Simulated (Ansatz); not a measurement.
Cs$_{3}$CoF$_{6}$:
```yaml
crystal:
  lattice:
    - [0.00000, 4.63309, 4.63309]
    - [4.63309, 0.00000, 4.63309]
    - [4.63309, 4.63309, 0.00000]
  atoms:
    - { symbol: Cs, position: [0.25000, 0.25000, 0.25000] }
    - { symbol: Cs, position: [0.75000, 0.75000, 0.75000] }
    - { symbol: Cs, position: [0.50000, 0.50000, 0.50000] }
    - { symbol: Co, position: [0.00000, 0.00000, 0.00000] }
    - { symbol: F, position: [0.80061, 0.19939, 0.19939] }
    - { symbol: F, position: [0.19939, 0.80061, 0.80061] }
    - { symbol: F, position: [0.19939, 0.80061, 0.19939] }
    - { symbol: F, position: [0.80061, 0.19939, 0.80061] }
    - { symbol: F, position: [0.19939, 0.19939, 0.80061] }
    - { symbol: F, position: [0.80061, 0.80061, 0.19939] }
```

Relaxed with r²SCAN.

Task: Map the electron localisation function on the plane through (0.500, 0.500, 0.500) spanned by u = [1, 0, 0] and v = [0, 1, -1] in lattice vectors, from r²SCAN in the plane-wave PAW code Ansatz.

Result: x is the fraction of u, y of v (the angle between them is 90°; rows are the nearest grid lines); atoms in the plane: Cs at (0.00, 0.00), Co at (0.50, 0.50), F at (0.70, 0.30), F at (0.30, 0.70), F at (0.70, 0.70), F at (0.30, 0.30).
```
|  :#%@%*-                -*%@%#:  |
|  -#%@%*:                :*%@%#-  |
|##%%%%+.                  .+%%%%##|
|%%@%%+.  .:-:.      .:-:.  .+%%@%%|
|%%#+.  :+####*-.  .-*####+:  .+#%%|
|**=.  :*#%%%%#+.  .+#%%%%#*:  .=**|
|    .=#%#*+*%%*:  :*%%*+*#%#=.    |
|    :+#%#+=+##*:  :*##+=+#%#+:    |
|    -+#%%*+*##+.  .+##*+*%%#+-    |
|    .=*##%###: .--. :###%##*=.    |
|     :-+***+:  -**-  :+***+-:     |
|            .-*@@@@*-.            |
|            .-*@@@@*-.            |
|     :-+***+:  -**-  :+***+-:     |
|    .=*##%###: .--. :###%##*=.    |
|    -+#%%*+*##+.  .+##*+*%%#+-    |
|    :+#%#+=+##*:  :*##+=+#%#+:    |
|    .=#%#*+*%%*:  :*%%*+*#%#=.    |
|**=.  :*#%%%%#+.  .+#%%%%#*:  .=**|
|%%#+.  :+####*-.  .-*####+:  .+#%%|
|%%@%%+.  .:-:.      .:-:.  .+%%@%%|
|##%%%%+.                  .+%%%%##|
|  -#%@%*:                :*%@%#-  |
|  :#%@%*-                -*%@%#:  |
```
Scale: ten equal steps from 0.000 (start of ' ') to 0.979 (end of '@'), in the order ' .:-=+*#%@'; x runs from 0.000 to 1.00, y from 0.000 (bottom) to 1.00 (top).

The density is the valence pseudo-density with augmentation charge, so density and ELF within about 1 Å of a nucleus are not all-electron values.

Space group Fm-3m. The workflow started from a Materials Project entry (that database holds measured and hypothetical structures alike); the Crystallography Open Database copy checked does not list it. Whether it is the stable phase at ambient conditions was not checked. The cell was relaxed with r²SCAN under the symmetry of its start; whether a distortion lowers the energy is not shown. No spin polarisation was allowed. No Hubbard U is applied. Scalar-relativistic: spin–orbit coupling is off unless named, which matters more the heavier the elements.

Potentials: the later of the program's two PAW sets.
